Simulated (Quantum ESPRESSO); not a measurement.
Ta3Cu3PdAl, input and log of a self-consistent run

A calculation, not a measurement. The program is pw.x of Quantum ESPRESSO 7.5 (plane-wave density functional theory). The cell is made up: eight metal atoms on a hexagonal close-packed lattice, with elements, volume, strain and displacements drawn at random and not relaxed, so it may be unstable or far from any real phase. PseudoDojo standard norm-conserving files set the functional (PBE unless stated); there is no spin polarisation or spin-orbit coupling, the Fermi-Dirac width of 0.25 eV means electrons at about 2900 K, and the masses in the input are unused placeholders. The copper pseudopotential is less sure than most, with forces differing by about three percent and pressure by about two GPa from a second method on plain copper. Heavy elements are run without spin-orbit coupling, which real alloys of them have. A spin test at this wide smearing found no moment, but such smearing suppresses magnetism that the real alloy may have.

Input:

```
&control calculation='scf', pseudo_dir='./dojo.nc.sr.pbe.v0_5.standard.upf', outdir='./o', disk_io='minimal', tprnfor=.true., tstress=.true. /
&system ibrav=0, nat=8, ntyp=4, nbnd=72, ecutwfc=92.02030273, nosym=.true., tot_charge=0,
 occupations='smearing', smearing='fd', degauss=0.0183746611
/
&electrons conv_thr=1.470e-08, electron_maxstep=70, mixing_beta=0.5 /
ATOMIC_SPECIES
Al 1.0 Al.upf
Cu 1.0 Cu.upf
Pd 1.0 Pd.upf
Ta 1.0 Ta.upf
CELL_PARAMETERS angstrom
-2.749 -0.0027 0.0071
0.0047 4.6562 0.0007
1.3951 -2.3281 -8.8812
ATOMIC_POSITIONS angstrom
Ta 0.0864 -0.0185 0.0357
Cu -0.011 1.6356 -2.231
Cu 0.023 0.0035 -4.4473
Ta -0.0226 1.5587 -6.6062
Pd -1.4155 2.3789 -0.0144
Al -1.4497 3.8584 -2.1074
Ta -1.3128 2.4077 -4.4897
Cu -1.3806 -0.7524 -6.7042
K_POINTS automatic
9 5 3 1 1 1
```

The log is shortened where brackets say so; the opening notice, blank lines, dates and the lines on written files are dropped, and the path of the files is cut. It prints rydbergs, bohrs and kilobars, and counts compression as positive stress. Its total energy is the free energy E - TS of the whole cell.

```
     Program PWSCF v.7.5
     Parallel version (MPI & OpenMP), running on       4 processor cores
     Number of MPI processes:                 4
     Threads/MPI process:                     1
     [start-up lines left out]
     bravais-lattice index     =            0
     lattice parameter (alat)  =       5.1949  a.u.
     unit-cell volume          =     766.7972 (a.u.)^3
     number of atoms/cell      =            8
     number of atomic types    =            4
     number of electrons       =       117.00
     number of Kohn-Sham states=           72
     kinetic-energy cutoff     =      92.0203  Ry
     charge density cutoff     =     368.0812  Ry
     scf convergence threshold =      1.5E-08
     mixing beta               =       0.5000
     number of iterations used =            8  plain     mixing
     Exchange-correlation= PBE
                           (   1   4   3   4   0   0   0)
     [axes and pseudopotential details left out]
   Cartesian axes
     site n.     atom                  positions (alat units)
         1        Ta     tau(   1) = (   0.0314295  -0.0067297   0.0129865  )
         2        Cu     tau(   2) = (  -0.0040014   0.5949777  -0.8115647  )
         3        Cu     tau(   3) = (   0.0083666   0.0012732  -1.6177821  )
         4        Ta     tau(   4) = (  -0.0082211   0.5670040  -2.4031192  )
         5        Pd     tau(   5) = (  -0.5149125   0.8653659  -0.0052382  )
         6        Al     tau(   6) = (  -0.5273534   1.4035596  -0.7666031  )
         7        Ta     tau(   7) = (  -0.4775537   0.8758424  -1.6332058  )
         8        Cu     tau(   8) = (  -0.5022171  -0.2736985  -2.4387684  )
     number of k points=    68  Fermi-Dirac smearing, width (Ry)=  0.0184
                       cart. coord. in units 2pi/alat
        k(    1) = (  -0.0558097   0.0591075  -0.0758497), wk =   0.0296296
        k(    2) = (  -0.0552765   0.0590759   0.1305966), wk =   0.0296296
     [further k points left out]
     Dense  grid:    91457 G-vectors     FFT dimensions: (  32,  54, 108)
     Estimated max dynamical RAM per process >     383.85 MB
     Estimated total dynamical RAM >       1.43 GB
     Initial potential from superposition of free atoms
     starting charge     116.9937, renormalised to     117.0000
     Starting wfcs are   73 randomized atomic wfcs
     total cpu time spent up to now is        5.5 secs
     per-process dynamical memory:   312.5 Mb
     Self-consistent Calculation
     iteration #  1     ecut=    92.02 Ry     beta= 0.50
     Davidson diagonalization with overlap
     ethr =  1.00E-02,  avg # of iterations =  5.4
     total cpu time spent up to now is       19.1 secs
     total energy              =   -1794.04986206 Ry
     estimated scf accuracy    <      15.64161293 Ry
     iteration #  2     ecut=    92.02 Ry     beta= 0.50
     Davidson diagonalization with overlap
     ethr =  1.00E-02,  avg # of iterations =  3.0
     total cpu time spent up to now is       33.0 secs
     total energy              =   -1798.42413500 Ry
     estimated scf accuracy    <      63.20100843 Ry
     iteration #  3     ecut=    92.02 Ry     beta= 0.50
     Davidson diagonalization with overlap
     ethr =  1.00E-02,  avg # of iterations =  4.2
     total cpu time spent up to now is       47.1 secs
     total energy              =   -1802.26100675 Ry
     estimated scf accuracy    <      27.00878014 Ry
     iteration #  4     ecut=    92.02 Ry     beta= 0.50
     Davidson diagonalization with overlap
     ethr =  1.00E-02,  avg # of iterations =  2.1
     total cpu time spent up to now is       58.3 secs
     total energy              =   -1803.99003949 Ry
     estimated scf accuracy    <       5.12595548 Ry
     iteration #  5     ecut=    92.02 Ry     beta= 0.50
     Davidson diagonalization with overlap
     ethr =  4.38E-03,  avg # of iterations =  1.2
     total cpu time spent up to now is       68.5 secs
     total energy              =   -1803.83856250 Ry
     estimated scf accuracy    <       2.71733524 Ry
     [iterations 6 to 14 left out]
     iteration # 15     ecut=    92.02 Ry     beta= 0.50
     Davidson diagonalization with overlap
     ethr =  7.77E-09,  avg # of iterations =  1.9
     total cpu time spent up to now is      177.2 secs
     total energy              =   -1803.80538138 Ry
     estimated scf accuracy    <       0.00000136 Ry
     iteration # 16     ecut=    92.02 Ry     beta= 0.50
     Davidson diagonalization with overlap
     ethr =  1.17E-09,  avg # of iterations =  2.0
     total cpu time spent up to now is      186.3 secs
     total energy              =   -1803.80538155 Ry
     estimated scf accuracy    <       0.00000033 Ry
     iteration # 17     ecut=    92.02 Ry     beta= 0.50
     Davidson diagonalization with overlap
     ethr =  2.85E-10,  avg # of iterations =  2.0
     total cpu time spent up to now is      197.3 secs
     total energy              =   -1803.80538156 Ry
     estimated scf accuracy    <       0.00000034 Ry
     iteration # 18     ecut=    92.02 Ry     beta= 0.50
     Davidson diagonalization with overlap
     ethr =  2.85E-10,  avg # of iterations =  1.0
     total cpu time spent up to now is      207.1 secs
     total energy              =   -1803.80538159 Ry
     estimated scf accuracy    <       0.00000004 Ry
     iteration # 19     ecut=    92.02 Ry     beta= 0.50
     Davidson diagonalization with overlap
     ethr =  3.73E-11,  avg # of iterations =  1.9
     total cpu time spent up to now is      217.5 secs
     End of self-consistent calculation
     [lines on levels left out]
!    total energy              =   -1803.80538159 Ry
     estimated scf accuracy    <          4.2E-09 Ry
     smearing contrib. (-TS)   =      -0.08087863 Ry
     internal energy E=F+TS    =   -1803.72450296 Ry
     The total energy is F=E-TS. E is the sum of the following terms:
     one-electron contribution =    -953.45702361 Ry
     hartree contribution      =     543.88229631 Ry
     xc contribution           =    -273.75938435 Ry
     ewald contribution        =   -1120.39039132 Ry
     convergence has been achieved in  19 iterations
     Forces acting on atoms (cartesian axes, Ry/au):
     atom    1 type  4   force =    -0.04176662    0.07848836   -0.00592505
     atom    2 type  2   force =    -0.00088182   -0.01774863   -0.00299160
     atom    3 type  2   force =     0.00278494    0.01298463    0.01914338
     atom    4 type  4   force =     0.01885278   -0.02118929   -0.00231668
     atom    5 type  3   force =     0.01794512   -0.06287022   -0.00737709
     atom    6 type  1   force =     0.01823947    0.01160628   -0.07571967
     atom    7 type  4   force =    -0.01258264   -0.00820859    0.06118713
     atom    8 type  2   force =    -0.00259123    0.00693744    0.01399958
     Total force =     0.156102     Total SCF correction =     0.000349
     Computing stress (Cartesian axis) and pressure
          total   stress  (Ry/bohr**3)                   (kbar)     P=      211.93
   0.00125145  -0.00013675  -0.00004710          184.10      -20.12       -6.93
  -0.00013675   0.00159732   0.00016428          -20.12      234.97       24.17
  -0.00004710   0.00016428   0.00147321           -6.93       24.17      216.72
     init_run     :      4.94s CPU      5.17s WALL (       1 calls)
     electrons    :    204.82s CPU    212.04s WALL (       1 calls)
     forces       :      2.04s CPU      2.11s WALL (       1 calls)
     stress       :      7.54s CPU      7.82s WALL (       1 calls)
     [timing details left out]
     PWSCF        :   3m39.62s CPU   3m47.48s WALL
     JOB DONE.
```

In other units: free energy -24542.022 eV for the cell, pressure 21.19 GPa, largest force component 2.018 eV/Å in size. The run took 229 s of wall time with four MPI processes on a shared machine (AMD EPYC, Zen 5, virtual cores), so the time is rough. A rerun of this cell at a higher cutoff and on a denser mesh moved values by no more than 0.006 eV in energy, 0.20 GPa in stress and 0.016 eV/Å in force, and a second program with other atomic files agreed on that cell to 2 % rms in force and 0.5 GPa in pressure.